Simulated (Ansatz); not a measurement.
**Sn2F: relaxation step by step**

Recipe of this trial structure of Sn2F: random cell by space group and Wyckoff sites (P-3m1, No. 164). The dimensions are guesses.

```yaml
crystal:
  lattice:
    - [4.36985, 0.00000, 0.00000]
    - [-2.18493, 3.78440, 0.00000]
    - [0.00000, 0.00000, 5.00284]
  atoms:
    - { symbol: Sn, position: [0.33333, 0.66667, 0.31042] }
    - { symbol: Sn, position: [0.66667, 0.33333, 0.68958] }
    - { symbol: F, position: [0.00000, 0.00000, 0.00000] }
```

Method: DFT PBE, scalar-relativistic, plane waves, PAW in Ansatz. Cutoff 420 eV, Gaussian smearing, Γ-centred meshes. Cell and atoms relax first on a coarse mesh and then on a finer one. In between, the cell is made exact in the group found at 0.06 Å. In metals the finer mesh still leaves noise of several meV/atom or more. The steps can't lower the symmetry of their start. No spin polarisation.

Steps on the 6×6×4 mesh (3 atoms, 11 steps). The free energy counts from the last step; the plane-wave basis is renewed at times, which shifts energy and pressure.

| step | ΔF (meV/atom) | V (Å³/atom) | P (GPa) | largest force component (eV/Å) |
| --- | --- | --- | --- | --- |
| 1 | 309.8 | 27.58 | -5.03 | 0.544 |
| 2 | 155.0 | 23.80 | -0.95 | 0.655 |
| 3 | 121.7 | 23.32 | 1.20 | 0.333 |
| 4 | 109.3 | 23.36 | 0.22 | 0.110 |
| 5 | 95.6 | 23.03 | -0.05 | 0.023 |
| 6 | 78.1 | 22.57 | 0.12 | 0.004 |
| 7 | 35.1 | 22.07 | 0.27 | 0.063 |
| 8 | 5.9 | 21.44 | 0.95 | 0.044 |
| 9 | 2.7 | 21.82 | -0.52 | 0.020 |
| 10 | 1.6 | 21.66 | 0.03 | 0.001 |
| 11 | 0.0 | 21.66 | 0.13 | 0.000 |

The relaxed structure, after a last relaxation on the converged mesh:

```
CELL_PARAMETERS angstrom
4.73741 0.00000 0.00000
-2.36871 4.10272 0.00000
0.00000 0.00000 3.29606
ATOMIC_POSITIONS crystal
Sn 0.33333 0.66667 0.23286
Sn 0.66667 0.33333 0.76714
F 0.00000 0.00000 0.00000
```

The symmetry stays P-3m1 (No. 164). The volume per atom shrinks by 22.6 %, from 27.6 to 21.4 Å³. The shortest distance goes from 2.96 Å (Sn–F) to 2.84 Å (Sn–F). The ratio c/a of the conventional cell changes by a factor of 0.61. The energy falls by about 0.34 eV/atom (the start's value is from the coarse mesh). Sn has 3 F at 2.84 Å, 8 Sn at 3.14–3.30 Å and 3 F at 3.72 Å; around F lie 6 Sn at 2.84 Å, 2 F at 3.30 Å and 6 Sn at 3.72 Å (long against covalent radii, as for large ions).

```yaml
Volume_per_atom: 21.35 Å³
Density: 6.65 g/cm³
Formation_energy: −0.79 eV/atom
Gap_on_the_12×12×14_mesh_of_the_3-atom_cell: 0 eV (a metal)
```

Energies over the elements count from the elements' standard structures at the same level (F₂ as a molecule), with no fitted energy shifts. The references include grey tin.

The last run used Gaussian smearing of 0.10 eV. An odd number of electrons in the primitive cell allows no gap without spin; a larger cell or a magnetic state could open one. Symmetry constrained the relaxation, so the result can be a saddle point. In all, the 4 runs took 2 min on 1 thread of Arm Neoverse V2, with other jobs on the host. Another cell of Sn2F relaxed alike, in P6_3/mmc, lies 12 meV/atom lower, so this cell isn't the stable form at this level.
